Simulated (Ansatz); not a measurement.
Te$_{6}$IBr: reading a single point

```
Te I Br
1.0
     6.58758    0.00000    0.00000
    -0.74585    6.54522    0.00000
    -0.74585   -0.83567    6.49166
Te I Br
6 1 1
Cartesian
  -0.6160 4.7060 4.5714
  3.9776 -0.1668 5.2511
  4.7454 4.5441 0.5051
  5.7119 1.0036 1.9202
  1.1183 5.8763 1.2406
  0.3504 1.1654 5.9866
  2.5479 2.8548 3.2458
  0.0000 0.0000 0.0000
```

Method: PBE, no spin polarisation; PAW, plane waves to 420 eV, 4×4×4 Γ-centred mesh, methfessel-paxton occupations (width 0.0842 eV) (Ansatz 0.2.0), atoms fixed.

- Charges: Bader charges in e: Te +0.15, I -0.38, Br -0.54. In the mean Te gives up most and Br takes most.
- At the Fermi level: It is a metal, with about 8.9 states/eV a cell as the mean within 0.25 eV of the Fermi level, mostly Te p (73 %) and I p (18 %).
- Stress: The pressure is 14.0 GPa (compression positive), so with the atoms held at these fractions the cell would first expand; the forces are large, so a full relaxation may end otherwise. The principal stresses 13.3, 13.3, 15.3 GPa differ, so its shape would change too.
- Formation energy: 1.64 eV an atom against the elements' usual phases (free molecules for gases, crystals otherwise, with no correction for O₂ or N₂), so at this geometry it isn't bound against them. Relaxing would lower it.
- Forces: The largest is on Te1 (and as large on other atoms): 5.67 eV/Å, components (2.21, -2.43, -4.62). It makes 179° with the line to a nearest neighbour, Br8 at 2.34 Å, pointing away from it.

Origin: a known structure type with other elements, at an estimated volume, so it need not be a known compound. Caveats: many states at the Fermi level without spin polarisation, so a magnetic state may lie lower; atoms or cell far from equilibrium.
